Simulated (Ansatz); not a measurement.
MoS2 with hydrogen replacing S: a ladder of calculations

Cell of run 1: a supercell of MoS2 (space group P6_3/mmc) built from a COD entry, with all atoms left at the host's positions.

Space group P3m1 (No. 156); a = 6.3380, c = 12.3240 Å, γ = 120.00°.

| site | Wyckoff | site symmetry | x | y | z |
| --- | --- | --- | --- | --- | --- |
| Mo1 | 1a | 3m. | 0.0000 | 0.0000 | 0.2500 |
| Mo2 | 3d | .m. | 0.0000 | 0.5000 | 0.2500 |
| Mo5 | 3d | .m. | 0.1667 | 0.8333 | 0.7500 |
| Mo8 | 1c | 3m. | 0.6667 | 0.3333 | 0.7500 |
| H | 1a | 3m. | 0.0000 | 0.0000 | 0.6230 |
| S10 | 3d | .m. | 0.0000 | 0.5000 | 0.6230 |
| S13 | 3d | .m. | 0.1667 | 0.8333 | 0.1230 |
| S16 | 1c | 3m. | 0.6667 | 0.3333 | 0.1230 |
| S17 | 1a | 3m. | 0.0000 | 0.0000 | 0.8770 |
| S18 | 3d | .m. | 0.0000 | 0.5000 | 0.8770 |
| S21 | 3d | .m. | 0.1667 | 0.8333 | 0.3770 |
| S24 | 1c | 3m. | 0.6667 | 0.3333 | 0.3770 |

One atom of each set is listed.

Relaxed positions (PBE, cell held):

Mo1 (0.0000, 0.0000, 0.2493)
Mo2 (0.0001, 0.5000, 0.2493)
Mo5 (0.1648, 0.8352, 0.7459)
Mo8 (0.6667, 0.3333, 0.7479)
H (0.0000, 0.0000, 0.6675)
S10 (0.9978, 0.4989, 0.6203)
S13 (0.1667, 0.8333, 0.1229)
S16 (0.6667, 0.3333, 0.1228)
S17 (0.0000, 0.0000, 0.8740)
S18 (0.0068, 0.5034, 0.8733)
S21 (0.1666, 0.8334, 0.3758)
S24 (0.6667, 0.3333, 0.3757)

All runs are DFT with Ansatz 0.2.0 (plane waves and PAW, scalar-relativistic unless spin–orbit coupling is named, Γ-centred meshes, Fermi–Dirac smearing where given) in this cell, at cell charge +1.

Run 1: PBE, atoms at the host's positions; 420 eV, 4×4×2 k-points, smearing 0.01 eV.
Run 2: PBE, atoms relaxed; 420 eV, 4×4×2 k-points, smearing 0.01 eV.
Run 3: r2SCAN, at the relaxed atoms; 500 eV, 4×4×2 k-points, smearing 0.01 eV.

**Question.** What does each run give, and what moves the gradients most?

**Answer.** 

```tsv
run	Mo5 V_zz (η)	H V_zz (η)	S10 V_zz (η)	S18 V_zz (η)
1	-11.32 (0.69)	-0.043 (0.00)	-4.02 (0.60)	-6.60 (0.53)
2	-9.56 (0.54)	-0.25 (0.00)	-3.92 (0.58)	-6.80 (0.36)
3	-9.72 (0.51)	-0.27 (0.00)	-4.13 (0.47)	-6.95 (0.31)
```

V_zz in 10²¹ V/m²; 4 of the 12 sets of like atoms are followed. Against run 1, the gradient tensors on these sites move by at most 2.23 in run 2 (Mo5), 2.23 in run 3 (Mo5). Taken one at a time, the positions of the atoms (as given or relaxed) move the tensors on these sites by up to 2.23 (largest principal value of the change, on Mo5), the functional (r2SCAN with its higher cutoff) by 0.28 (S10).

The defect repeats with the cell of 24 atoms, so it feels its images: sites between two images don't show the values beside a lone defect, and zeros or small values of η there can come from the images' arrangement. Mo and S carry a gradient in the pure host already, so the values there aren't the defect's effect alone. A uniform background compensates the cell's charge. Without spin–orbit coupling (the program notes it for Mo) the gradients can shift somewhat, as the gap is small. The relaxation keeps the site symmetry 3m of the start, so the impurity can move only along its axis; a distortion that would localise the partly filled state isn't explored. In run 1 the atoms aren't at the calculated equilibrium (largest force 1.7 eV/Å). In runs 1, 2, 3 the defect cell has no gap above 0.1 eV, so the values hang on the smearing and the k-mesh. The run isn't spin-polarised, and a state with spin may lie lower.
